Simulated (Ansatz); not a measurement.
KTaO₃ (cubic perovskite, space group No. 221) at seven volumes, LDA in the plane-wave PAW code Ansatz, scaled uniformly. One row is withheld.

```
V (Å³/atom)  P (GPa)
-----------  -------
11.228         25.44
11.598         15.54
11.969             ?
12.339          0.00
12.709         -6.06
13.079        -11.20
13.449        -15.56
```

Fit the shown pressures and predict the withheld one.

Third-order Birch–Murnaghan: P = (3/2)B₀(x^(7/2) − x^(5/2))[1 + (3/4)(B′ − 4)(x − 1)] with x = (V₀/V)^(2/3). Least squares on the six rows gives V₀ = 12.339 Å³/atom, B₀ = 218.6 GPa, B′ = 4.44. At V = 11.969, x = 1.0205 and P = 7.12 GPa. The run itself gave 7.13 GPa.

Space group Pm-3m (cubic perovskite). Symmetry was held in the LDA relaxation. No spin polarisation was allowed. Spin–orbit coupling is left out wherever it is not named.

Potentials: the earlier of the program's two PAW sets. The files were generated under PBE; for other functionals the program regenerates the frozen cores, and for LDA and PBEsol the local potential too.
